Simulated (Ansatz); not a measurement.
MoS₂:
```
CELL_PARAMETERS angstrom
      3.15596     0.00000     0.00000
     -1.57798     2.73314     0.00000
      0.00000     0.00000    12.12577
ATOMIC_POSITIONS crystal
  Mo 0.00000 0.00000 0.25000
  Mo 0.00000 0.00000 0.75000
  S  0.33333 0.66667 0.37883
  S  0.66667 0.33333 0.62117
  S  0.66667 0.33333 0.87883
  S  0.33333 0.66667 0.12117
```

DFT-PBE+D3(BJ) in the program Ansatz with PAW potentials gives a gap of 0.82 eV without spin–orbit coupling, maximum at Γ, minimum on the K–Γ line, 44 % of the way from K.

What happens when spin–orbit coupling is switched on?

The gap drops by 0.01 eV, to 0.81 eV; maximum at Γ, minimum on the K–Γ line, 44 % of the way from K.

Give the electron effective mass with spin–orbit coupling.

0.48, 0.63, 0.84 mₑ (principal values).

Give the hole effective mass with spin–orbit coupling.

0.67, 0.67, 0.89 mₑ (principal values).

Space group P6_3/mmc. The first step of the workflow began from a Materials Project structure, measured or hypothetical. Its sites differ from those of the usual phase in this space group: another stacking or structure type. Symmetry was held in the PBE+D3(BJ) relaxation; its stability against distortions is not shown here. The run is not spin-polarised.

Potentials: the later of the program's two PAW sets.
